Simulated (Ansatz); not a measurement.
ZnGaNO:
```
CELL_PARAMETERS angstrom
      3.35181     0.00000     0.00000
     -1.67590     2.90275     0.00000
      0.00000     0.00000     9.18317
ATOMIC_POSITIONS crystal
  Ga 0.33333 0.66667 0.97014
  N  0.33333 0.66667 0.18700
  Ga 0.66667 0.33333 0.24525
  N  0.66667 0.33333 0.46406
  Zn 0.33333 0.66667 0.47607
  O  0.33333 0.66667 0.75155
  Zn 0.66667 0.33333 0.69603
  O  0.66667 0.33333 0.95618
```

Relaxed with r²SCAN.

### Question
Map the electron localisation function on the plane through (0.333, 0.667, 0.970) spanned by u = [0, 0, 1] and v = [1, -1, 0] in lattice vectors, from DFT-r²SCAN in the program Ansatz with PAW potentials.

### Answer
x is the fraction of u, y of v (the angle between them is 90°; rows are the nearest grid lines); atoms in the plane: Ga at (0.00, 0.00), N at (0.22, 0.00), Ga at (0.28, 0.33), N at (0.49, 0.33), Zn at (0.51, 0.00), O at (0.78, 0.00), Zn at (0.73, 0.33), O at (0.99, 0.33).
```
|1002489710488610110000111158963489721001|
|0002489832698510110000111148975689721000|
|1122368989997410111101211136899997411111|
|2221257888876310111112111024788875311122|
|1111134667764210111111110012466653111111|
|1111112344432100011111110001233321000011|
|0000000000000000000000000000000000000000|
|0000000000000000000000000000000000000000|
|0000000000000000000000000000000000000000|
|0000000000000000000000000000000000000000|
|2210000011111111122332110011110000001222|
|5431000111111111245554321111111000013455|
|7752000112222212467887531111111100135777|
|9875100122212222588998741111111110158899|
|6998411120000023798568841100000110389866|
|4898411210000013797148841100000110499834|
|4898411220000023797248841100000110499844|
|7998301121000123798689841100000110389977|
|8863102332222212578988631111111110036888|
|4321114665432212344443321111122331013444|
|2211246899875311112111111112468874111122|
|1112368999997411111001111126899997411111|
|0002489832698510110000111148975699721000|
|1002489710488610110000111158963489721001|
```
Scale: ten equal steps from -0.004 (start of '0') to 0.855 (end of '9'), in the order '0123456789'; x runs from 0.000 to 1.00, y from 0.000 (bottom) to 1.00 (top).

The density is the valence pseudo-density with augmentation charge, so density and ELF within about 1 Å of a nucleus are not all-electron values.

Space group P3m1. The start of the workflow was typed in or built on a structure type; the Crystallography Open Database copy checked does not list it. Whether it is the stable phase at ambient conditions was not checked. Symmetry was held in the r²SCAN relaxation; whether a distortion lowers the energy is not shown.

Potentials: the earlier of the program's two PAW sets.
